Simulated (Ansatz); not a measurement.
**GaN (wurtzite): frozen-phonon scan**

Relaxed GaN (wurtzite):

```yaml
crystal:
  lattice:
    - [3.21838, 0.00000, 0.00000]
    - [-1.60919, 2.78720, 0.00000]
    - [0.00000, 0.00000, 10.48640]
  atoms:
    - { symbol: Ga, position: [0.66667, 0.33333, 0.00048] }
    - { symbol: Ga, position: [0.66667, 0.33333, 0.50048] }
    - { symbol: Ga, position: [0.33333, 0.66667, 0.25048] }
    - { symbol: Ga, position: [0.33333, 0.66667, 0.75048] }
    - { symbol: N, position: [0.66667, 0.33333, 0.31212] }
    - { symbol: N, position: [0.66667, 0.33333, 0.81212] }
    - { symbol: N, position: [0.33333, 0.66667, 0.06212] }
    - { symbol: N, position: [0.33333, 0.66667, 0.56212] }
```

A phonon eigenvector at A = (0.0, 0.0, 0.5) is frozen into this cell: atom i moves by Q times the vector below, so Q is the largest atomic displacement, in Å. The cell is held. It is one choice among 4 degenerate patterns. (q is in reciprocal vectors of the primitive cell; the cell shown is doubled to hold the pattern.)

```
atom      x       y      z
----  -----  ------  -----
Ga1   0.000   0.083  0.000
Ga2   0.000  -0.083  0.000
Ga3   0.000   1.000  0.000
Ga4   0.000  -1.000  0.000
N5    0.000   0.883  0.000
N6    0.000  -0.883  0.000
N7    0.000   0.153  0.000
N8    0.000  -0.153  0.000
```

Method: PBE (plane waves to 420 eV, PAW, scalar-relativistic; Ansatz, an electronic-structure program). k mesh 12×12×3 (Γ-centred), Fermi-Dirac smearing 0.05 eV. The energy includes the smearing's −TS. Stress and pressure are positive under compression. GaN was relaxed with its symmetry unable to fall. The zero of ΔE is the undisplaced structure.

```csv
Q (Å),ΔE (eV/cell),−dE/dQ from forces (eV/Å),P (GPa)
-0.280,0.2529,1.803,-0.35
-0.233,0.1757,1.505,-0.25
-0.187,0.1125,1.205,-0.16
-0.140,0.0633,0.904,-0.09
-0.093,0.0281,0.603,-0.04
-0.047,0.0070,0.301,-0.01
0.000,0.0000,0.000,0.00
0.047,0.0070,-0.301,-0.01
0.093,0.0281,-0.603,-0.04
0.140,0.0633,-0.904,-0.09
0.187,0.1125,-1.205,-0.16
0.233,0.1757,-1.505,-0.25
0.280,0.2529,-1.803,-0.35
```

Read from the data:

| Item | Value |
|---|---|
| Energy at Q = 0.280 Å | 252.9 meV/cell |
| Space group of the distorted cell | Cm (No. 8), lowered from P6_3mc |
| Symmetry of the curve | even: the same for both signs |
| Shape of the curve | a single well with its minimum at or next to zero displacement |
| Harmonic wavenumber from the curvature (finite differences) | 104 cm⁻¹ |
| Wavenumber by perturbation theory (DFPT, on another k mesh) | 104 cm⁻¹ |

(For displaced atoms, the force is minus the slope of the energy, and its curvature is a force constant, which sets phonon frequencies.)
